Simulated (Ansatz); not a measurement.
Here is an unrelaxed guess for TiSi4Ni3.

```xyz
8
Lattice="3.4939 0.0000 0.0000 0.0000 6.2693 0.0000 0.0000 0.0000 4.8024" Properties=species:S:1:pos:R:3 pbc="T T T"
Ti    1.7469    0.0000    2.4012
Si    0.0000    4.8023    3.0015
Si    0.0000    1.4670    3.0015
Si    1.7469    1.8056    0.3746
Si    1.7469    4.4637    0.3746
Ni    0.0000    3.1347    0.0000
Ni    1.7469    3.1347    2.4012
Ni    0.0000    0.0000    0.0000
```

Method: Ansatz, DFT PBE, scalar-relativistic, plane waves, PAW. Settings: cutoff 420 eV, Γ-centred mesh 6×4×4 on the computed 8-atom cell, Gaussian smearing of 0.10 eV; collinear spin from starting moments 0.0 0.0 0.0 0.0 0.0 -2.0 -2.0 -2.0 μB.

The zero of energy is the elements' standard structures at the same level; no fitted shifts are applied.

Problem. Estimate its pressure, forces and energy as it stands.

Solution. The pressure is 3.5 GPa (the mean over three directions, positive in compression), the largest force is 3.12 eV/Å, and the energy is −0.14 eV/atom against the elements. The shortest distance is 2.23 Å.

Problem. How much does it gain on relaxing, and where does it end?

Solution. Relaxing gains about 0.24 eV/atom (the start's value is from the coarse mesh, so the gain is rough) in 14 ionic steps and ends at −0.38 eV/atom on the finer mesh. The symmetry stays Pmm2 (No. 25). The volume per atom shrinks by 2.1 %, from 13.1 to 12.9 Å³. The shortest distance goes from 2.23 Å (Si–Ni) to 2.33 Å (Si–Ni). Conventional cell: a = 3.727 Å, b = 5.810 Å, c = 4.754 Å. Ti is surrounded by 6 Si at 2.58–2.67 Å, 2 Si at 2.84 Å, 4 Ni at 2.92–2.94 Å and 2 Ni at 3.12 Å; Si on its first site is surrounded by 4 Ni at 2.38–2.43 Å, 1 Si at 2.40 Å, 2 Ti at 2.58 Å, 2 Si at 2.71 Å and 1 Ni at 2.95 Å; Ni on its first site has 6 Si at 2.38–2.41 Å, 2 Ni at 2.53 Å, 2 Ni at 2.92 Å and 2 Si at 2.95 Å; 3 more sites not described.

The last run used a 10×8×8 mesh (in the run's order of axes) for its 8-atom cell and Gaussian smearing of 0.10 eV. Trial moments died out on the coarse mesh, so the last step has no spin; another magnetic start might hold. The relaxation can't lower the symmetry of the start. A later test with randomly moved atoms came back to the same energy, though modes that don't fit the test's cell weren't probed.
